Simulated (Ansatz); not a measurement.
GePd (NiAs type, P6_3/mmc) at seven volumes, the program Ansatz at the PBE level (PAW), shape and atoms relaxed at each. One row is withheld.

| V (Å³/atom) | P (GPa) |
|---|---|
| 15.749 | ? |
| 16.268 | 8.69 |
| 16.788 | 3.95 |
| 17.307 | 0.00 |
| 17.826 | -3.28 |
| 18.345 | -5.99 |
| 18.865 | -8.22 |

**Question.** Fit the shown pressures and predict the withheld one.

**Answer.** P = (3/2)B₀(x^(7/2) − x^(5/2))[1 + (3/4)(B′ − 4)(x − 1)] with x = (V₀/V)^(2/3). Least squares on the six rows gives V₀ = 17.307 Å³/atom, B₀ = 120 GPa, B′ = 5.23. At V = 15.749, x = 1.0649 and P = 14.49 GPa. The run itself gave 14.37 GPa.

The cell is a constructed one: a structure type filled with these elements; neither database checked (COD, Materials Project) lists it. COD files the formula under space group No. 62, so this cell is another polymorph or a model. Whether it is the stable phase at ambient conditions was not checked. Symmetry was held in the PBE relaxation; its stability against distortions is not shown here. No spin polarisation was allowed.

Potentials: the later of the program's two PAW sets.
